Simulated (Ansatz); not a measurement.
In DFT-r²SCAN+D4 in the program Ansatz with PAW potentials, Hg in the simple rhombohedral structure (R-3m) relaxes to a = 3.627 Å, c = 6.661 Å.

Electronic character: metallic (no gap).

The relaxed-ion elastic constants in GPa are C11 = 32.0, C12 = 21.4, C13 = 29.8, C14 = 8.2, C33 = 45.8, C44 = 7.7.

The cell was relaxed with r²SCAN+D4 under the symmetry of its start. At this level the phase is mechanically unstable. The substance is a gas or liquid at ambient conditions; this is its low-temperature solid. The pairwise dispersion correction was not fitted to metals. As this level gives no gap, shear constants depend on the k-mesh and smearing (Fermi–Dirac, 0.1 eV here). Axis ratios of metals converge slowly with the k-mesh, so a and c are less sure than the volume. On the denser mesh and wider smearing of the elastic run this cell carries a stress of 0.4 GPa. Spin–orbit coupling is left out wherever it is not named.

Potentials: the later of the program's two PAW sets.
